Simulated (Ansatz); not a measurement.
Input for Ansatz (plane-wave DFT, PAW):

```yaml
crystal:
  lattice:
    - [-2.4657730812, 2.4657730812, 7.7955250907]
    - [2.4657730812, -2.4657730812, 7.7955250907]
    - [2.4657730812, 2.4657730812, -7.7955250907]
  atoms:
    - { symbol: Ba, position: [0.6408591991, 0.6408591991, 0.0] }
    - { symbol: Ba, position: [0.3591408009, 0.3591408009, 0.0] }
    - { symbol: Zr, position: [0.0, 0.0, 0.0] }
    - { symbol: S, position: [0.5, 0.0, 0.5] }
    - { symbol: S, position: [0.0, 0.5, 0.5] }
    - { symbol: S, position: [0.8353586848, 0.8353586848, 0.0] }
    - { symbol: S, position: [0.1646413152, 0.1646413152, 0.0] }
basis:
  ecutwfc: 420
kpoints:
  mp_grid: { grid: [10, 10, 10] }
hamiltonian:
  xc: lda
scf:
  occupations: { method: gaussian, width: 0.02 }
output:
  forces: true
  stress: true
  eigenvalues: true
relax:
  adjacent_minimum: "off"
  f_tol: 0.01
  max_steps: 30
  cell: { stress_tol: 0.1, fix: [volume] }
```

Command:
```bash
ansatz run input.yaml --threads 2 --pin off --max-ram 5120MiB --backend cpu --events-out ev --progress --plain --runs-dir out
```

Computed with Ansatz, DFT LDA, scalar-relativistic, plane waves, PAW.

Part of what the program printed, abridged:

```
Pseudopotentials: kind: paw
Pseudopotential: Ba, paw, valence charge 10, recommended cutoff 420 eV (normal)
Pseudopotential: Zr, paw, valence charge 12, recommended cutoff 420 eV (normal)
Pseudopotential: S, paw, valence charge 6, recommended cutoff 420 eV (normal)
Functional definition: SPW92
Crystal: 7 atoms, lattice volume = 189.588 Å³
Basis set: ecut = 420 eV, 3727 PW (Γ), FFT grids on a1+a3, a2+a3, a3
Bands: 35, of which v1, the nominal top of the filled ones, is band 28 counted from 1 (27 counted from 0)
Symmetry: 16 space group operations
Space group: I4/mmm (ITA 139), of the structure as read, at distance tolerance 5.7e-5 Å
k-points: 102 of 1000
Initial density: superposition of atomic densities (neutral atoms: chi_scale 0, normalization atom), corrected by the library's trained network
Initial wavefunctions: pseudopotential atomic-orbital guess
Functional: x = slater, c = lda
SCF iter   1: F=—  HF=-19128.709151 eV  |F-HF|=—  |Δ(HF+E_count)|=         —  Δρ=5.48e-3  dr2=7.21e-2  ethr=1.77e-3  ⟨swp⟩=9.9  Hψ=19833  notcnv=0  defer=3
SCF iter   2: F=—  HF=-19128.693470 eV  |F-HF|=—  |Δ(HF+E_count)|=   1.57e-2  Δρ=2.62e-3  dr2=1.31e-2  ethr=1.29e-4  ⟨swp⟩=2.6  Hψ=6112  notcnv=0  defer=236
SCF iter   3: F=—  HF=-19128.690506 eV  |F-HF|=—  |Δ(HF+E_count)|=   2.96e-3  Δρ=1.01e-3  dr2=1.93e-3  ethr=2.33e-5  ⟨swp⟩=2.5  Hψ=4754  notcnv=0  defer=236
SCF iter   4: F=—  HF=-19128.690136 eV  |F-HF|=—  |Δ(HF+E_count)|=   3.70e-4  Δρ=1.91e-4  dr2=8.01e-5  ethr=3.46e-6  ⟨swp⟩=2.1  Hψ=5674  notcnv=0  defer=236
SCF iter   5: F=—  HF=-19128.690276 eV  |F-HF|=—  |Δ(HF+E_count)|=   1.41e-4  Δρ=3.98e-5  dr2=5.07e-6  ethr=1.43e-7  ⟨swp⟩=2.5  Hψ=5935  notcnv=0  defer=236
SCF iter   6: F=—  HF=-19128.690278 eV  |F-HF|=—  |Δ(HF+E_count)|=   1.91e-6  Δρ=1.25e-5  dr2=6.15e-7  ethr=9.05e-9  ⟨swp⟩=2.1  Hψ=4759  notcnv=0  defer=236
SCF iter   7: F=-19128.690278 eV  HF=-19128.690278 eV  |F-HF|=3.00e-8  |Δ(HF+E_count)|=   4.89e-8  Δρ=4.78e-6  dr2=7.79e-8  ethr=1.79e-10  ⟨swp⟩=11.4  Hψ=19979  notcnv=0
SCF 1 converged in 7 iterations: F = -19128.690278 eV  dr2 = 7.79e-8
relax step   1: F+E_penalty+E_count = -19128.69027818 eV  Δ(F+E_penalty+E_count) = +0.000e0 eV  max|allowed force component| = 1.594e-1 eV/Å  Δτ_max = 0.0000 Å  P = -1.986 GPa  Ω = 189.588 Å³  fix = [volume]  reactions: volume -1.986 GPa (7 SCF iters, dr2 threshold 1.00e-7 eV, accepted)
Initial density: handed on by an earlier stage of this run
Initial wavefunctions: those handed on with the density
SCF iter   1: F=—  HF=-19128.691823 eV  |F-HF|=—  |Δ(HF+E_count)|=         —  Δρ=6.28e-4  dr2=1.69e-3  ethr=3.10e-6  ⟨swp⟩=2.5  Hψ=17810  notcnv=0
SCF iter   2: F=—  HF=-19128.691441 eV  |F-HF|=—  |Δ(HF+E_count)|=   3.82e-4  Δρ=3.01e-4  dr2=2.30e-4  ethr=3.03e-6  ⟨swp⟩=2.2  Hψ=4312  notcnv=0
SCF iter   3: F=—  HF=-19128.691512 eV  |F-HF|=—  |Δ(HF+E_count)|=   7.12e-5  Δρ=9.81e-5  dr2=2.42e-5  ethr=4.11e-7  ⟨swp⟩=2.5  Hψ=5797  notcnv=0
SCF iter   4: F=—  HF=-19128.691508 eV  |F-HF|=—  |Δ(HF+E_count)|=   4.15e-6  Δρ=2.48e-5  dr2=1.43e-6  ethr=4.33e-8  ⟨swp⟩=2.4  Hψ=5517  notcnv=0
SCF iter   5: F=-19128.691508 eV  HF=-19128.691508 eV  |F-HF|=4.21e-9  |Δ(HF+E_count)|=   5.74e-9  Δρ=5.98e-6  dr2=1.05e-7  ethr=1.25e-9  ⟨swp⟩=7.5  Hψ=16522  notcnv=0
SCF 2 converged in 5 iterations: F = -19128.691508 eV  dr2 = 1.05e-7
relax step   2: F+E_penalty+E_count = -19128.69150808 eV  Δ(F+E_penalty+E_count) = -1.230e-3 eV  max|allowed force component| = 8.822e-2 eV/Å  Δτ_max = 0.0231 Å  P = -1.776 GPa  Ω = 189.588 Å³  fix = [volume]  reactions: volume -1.776 GPa (5 SCF iters, dr2 threshold 7.00e-7 eV, accepted)
SCF iter   1: F=—  HF=-19128.692734 eV  |F-HF|=—  |Δ(HF+E_count)|=         —  Δρ=3.47e-4  dr2=5.38e-4  ethr=8.00e-7  ⟨swp⟩=2.2  Hψ=17976  notcnv=0
SCF iter   2: F=—  HF=-19128.692603 eV  |F-HF|=—  |Δ(HF+E_count)|=   1.31e-4  Δρ=1.56e-4  dr2=8.83e-5  ethr=8.00e-7  ⟨swp⟩=2.5  Hψ=5491  notcnv=0
SCF iter   3: F=—  HF=-19128.692578 eV  |F-HF|=—  |Δ(HF+E_count)|=   2.54e-5  Δρ=3.64e-5  dr2=3.85e-6  ethr=1.58e-7  ⟨swp⟩=2.2  Hψ=5498  notcnv=0
SCF iter   4: F=-19128.692577 eV  HF=-19128.692577 eV  |F-HF|=8.71e-8  |Δ(HF+E_count)|=   6.65e-7  Δρ=1.10e-5  dr2=2.86e-7  ethr=8.69e-10  ⟨swp⟩=8.1  Hψ=19293  notcnv=0
SCF 3 converged in 4 iterations: F = -19128.692577 eV  dr2 = 2.86e-7
relax step   3: F+E_penalty+E_count = -19128.69257706 eV  Δ(F+E_penalty+E_count) = -1.069e-3 eV  max|allowed force component| = 2.567e-3 eV/Å  Δτ_max = 0.0085 Å  P = -1.852 GPa  Ω = 189.588 Å³  energy of the carried Pulay correction = +5.869e-17 eV  fix = [volume]  reactions: volume -1.852 GPa (4 SCF iters, dr2 threshold 4.86e-7 eV, accepted)
Initial wavefunctions: pseudopotential atomic-orbital guess (no wavefunctions were taken with the density)
SCF iter   1: F=—  HF=-19128.692445 eV  |F-HF|=—  |Δ(HF+E_count)|=         —  Δρ=1.11e-5  dr2=2.87e-7  ethr=7.78e-7  ⟨swp⟩=3.0  Hψ=30174  notcnv=0
SCF iter   2: F=—  HF=-19128.692577 eV  |F-HF|=—  |Δ(HF+E_count)|=   1.32e-4  Δρ=5.97e-6  dr2=9.31e-8  ethr=5.12e-10  ⟨swp⟩=2.8  Hψ=6916  notcnv=0
SCF iter   3: F=—  HF=-19128.692577 eV  |F-HF|=—  |Δ(HF+E_count)|=  7.68e-10  Δρ=2.35e-6  dr2=2.04e-8  ethr=1.66e-10  ⟨swp⟩=2.7  Hψ=5598  notcnv=0
SCF iter   4: F=—  HF=-19128.692577 eV  |F-HF|=—  |Δ(HF+E_count)|=   1.91e-9  Δρ=3.89e-7  dr2=3.80e-10  ethr=3.65e-11  ⟨swp⟩=2.0  Hψ=4794  notcnv=0
SCF iter   5: F=-19128.692577 eV  HF=-19128.692577 eV  |F-HF|=1.09e-11  |Δ(HF+E_count)|=  8.37e-11  Δρ=1.58e-7  dr2=6.33e-11  ethr=1.00e-12  ⟨swp⟩=5.5  Hψ=13992  notcnv=0
SCF 4 converged in 5 iterations: F = -19128.692577 eV  dr2 = 6.33e-11
SCF converged after 5 iterations
Free energy (F): -19128.692577 eV
Harris-Foulkes:  -19128.692577 eV  (|F-HF|=1.09e-11)
Internal energy: -19128.692577 eV  (E = F + TS)
E sigma→0 (E₀):  -19128.692577 eV
Fermi energy:    7.055492 eV
--- Per-component energies (eV) ---
  E_band       = -256.524300
  E_kinetic    = 1103.840226
  E_local      = -2297.365722  (includes V_loc(G=0)·N_el)
  E_nonlocal   = 318.683730
  E_hartree    = 809.426452
  E_xc         = -883.643997
  E_vxc        = -818.856985  (∫ρ·V_xc dr)
  E_paw        = -15238.917958  (= ΣΔE_a)
  E_vpaw       = -181.678609  (= ΣTr[D̂ρ^β])
  E_aug_tail   = 0.000022  (compensation charges beyond the density's cutoff)
  E_ewald      = -2942.263552
  E_core_change = 1.548222  (= ΣΔE_core)
  E_smearing   =  0.000000  (= −TS)
--- Forces (eV/Å), atoms counted from 1 ---
  atom   1  Ba     0.00000000     0.00000000     0.00057450
  atom   2  Ba     0.00000000     0.00000000    -0.00057450
  atom   3  Zr     0.00000000     0.00000000     0.00000000
  atom   4  S      0.00000000     0.00000000     0.00000000
  atom   5  S      0.00000000     0.00000000     0.00000000
  atom   6  S      0.00000000     0.00000000     0.00268758
  atom   7  S      0.00000000     0.00000000    -0.00268758
--- Stress (GPa, compression-positive) ---
       -1.834820       0.000000       0.000000
        0.000000      -1.834820       0.000000
        0.000000       0.000000      -1.885060
  P = ⅓ Tr σ = -1.8516 GPa (-18.516 kbar)
--- Band table (eV; the first three rows and the last of 102) ---
  k-point 0: bands = ["-41.6671", "-19.8771", "-19.8771", "-19.7492", "-19.7490", "-19.6775", "-6.1188", "-5.0061", "-4.8842", "-4.8842", "-4.8792", "-4.8707", "-4.8707", "-4.7501", "-3.5091", "-3.4053", "3.9693", "3.9693", "4.1721", "4.3195", "5.0423", "5.4506", "5.4506", "5.8584", "5.8584", "6.6920", "6.6920", "6.7220", "7.2731", "8.3418", "8.3418", "9.6806", "9.7276", "10.1935", "10.5279"]
  k-point 1: bands = ["-41.6670", "-19.8822", "-19.8798", "-19.7459", "-19.7450", "-19.6804", "-6.0545", "-5.1430", "-5.0723", "-5.0311", "-4.8984", "-4.8569", "-4.5781", "-4.5661", "-3.4530", "-3.4136", "3.7012", "3.9725", "4.0275", "4.4149", "4.7361", "5.3168", "5.4778", "5.7497", "5.7590", "6.3029", "6.5271", "6.7199", "7.8155", "8.3435", "8.5187", "9.9920", "10.1179", "10.4544", "10.8086"]
  k-point 2: bands = ["-41.6668", "-19.8924", "-19.8868", "-19.7377", "-19.7374", "-19.6877", "-5.8834", "-5.3171", "-5.2000", "-5.1567", "-4.9354", "-4.8419", "-4.3343", "-4.3238", "-3.4535", "-3.3632", "3.2284", "3.8010", "3.8512", "4.3489", "4.3872", "4.5456", "5.5388", "5.6614", "5.7467", "6.0127", "6.3086", "6.6865", "8.5959", "8.6496", "8.9788", "10.5587", "10.9214", "11.0488", "11.3671"]
  k-point 101: bands = ["-41.6671", "-19.8771", "-19.8771", "-19.7594", "-19.7380", "-19.6783", "-6.1581", "-5.1960", "-4.9224", "-4.9224", "-4.8315", "-4.8315", "-4.7502", "-4.3282", "-3.7683", "-3.5309", "3.9965", "3.9965", "4.4487", "4.6614", "5.0726", "5.5634", "5.5634", "5.5914", "5.5914", "5.8979", "6.5675", "6.5675", "7.2803", "9.0181", "9.0181", "9.2621", "10.2336", "10.2567", "10.7687"]
--- Relaxed structure (3 steps of the walk, 3 accepted, 1 SCFs on fresh bases) ---
  F+E_penalty+E_count = -19128.69257652 eV   max|allowed force component| = 2.688e-3 eV/Å   (the final SCF, on the basis selected at the relaxed cell)
  cell:  # Å, volume = 189.5883 Å³
    - [-2.46519676, 2.46519676, 7.79917039]
    - [2.46519676, -2.46519676, 7.79917039]
    - [2.46519676, 2.46519676, -7.79917039]
  atoms:
    - { symbol: Ba, position: [0.64080784, 0.64080784, 0.0] }
    - { symbol: Ba, position: [0.35919215, 0.35919215, 0.0] }
    - { symbol: Zr, position: [0.0, 0.0, 0.0] }
    - { symbol: S, position: [0.5, 0.0, 0.5] }
    - { symbol: S, position: [0.0, 0.5, 0.5] }
    - { symbol: S, position: [0.83629505, 0.83629505, 0.0] }
    - { symbol: S, position: [0.16370494, 0.16370494, 0.0] }
```

The relaxation met its thresholds.

It took 77 s on 2 threads of Arm Neoverse V2 (shared host), peak memory 0.8 GiB.